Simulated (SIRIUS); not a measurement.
Consider a self-consistent single point of Ge₂Mo (I4/mmm, 6 atoms in the cell; from Materials Project mp-10201, changed as shown).

```yaml
crystal:
  lattice:
    - [3.22320, 0.00000, 0.00000]
    - [0.00000, 3.22320, 0.00000]
    - [0.00000, 0.00000, 7.94724]
  atoms:
    - { symbol: Ge, position: [0.50000, 0.50000, 0.16167] }
    - { symbol: Ge, position: [0.00000, 0.00000, 0.33833] }
    - { symbol: Ge, position: [0.00000, 0.00000, 0.66167] }
    - { symbol: Ge, position: [0.50000, 0.50000, 0.83833] }
    - { symbol: Mo, position: [0.00000, 0.00000, 0.00000] }
    - { symbol: Mo, position: [0.50000, 0.50000, 0.50000] }
```

All values come from this method and carry its errors: LDA (PW92), GBRV LDA ultrasoft pseudopotentials (plane waves; SIRIUS).

SIRIUS settings:

```
key                                                                   value
--------------------------------------  -----------------------------------
parameters.ngridk                                                   12 12 4
parameters.xc_functionals                           [XC_LDA_X, XC_LDA_C_PW]
parameters.gk_cutoff                                           6.325 1/bohr
parameters.pw_cutoff                                          14.143 1/bohr
parameters.smearing                                             fermi_dirac
parameters.smearing_width                                     0.00367493 Ha
potentials                              GBRV LDA ultrasoft pseudopotentials
parameters.electronic_structure_method                      pseudopotential
parameters.num_bands                                                     50
parameters.num_mag_dims                                                   0
parameters.num_dft_iter                                                 100
parameters.energy_tol                                              1e-07 Ha
parameters.density_tol                                                1e-06
mixer.type                                                         broyden2
mixer.beta                                                              0.5
mixer.use_hartree                                                     false
```

Estimate, at this level of theory: pressure and largest force (vector length).

The run gave:

| Item | Result |
|---|---|
| Pressure | 12.06 GPa |
| Largest force (vector length) | 0.294 eV/Å |

For comparison: a first run was changed to give this one (lattice scaled by 0.98), and from it to this one the free energy rises by 28.2 meV/atom, the pressure goes from -0.99 to 12.06 GPa and the largest force goes from 0.088 to 0.294 eV/Å.

The structure comes from a collection of computed structures, made at another level of theory; the collection holds predicted forms beside known ones. Its lattice was then scaled.

Cost on one core: roughly 4 core-minutes.
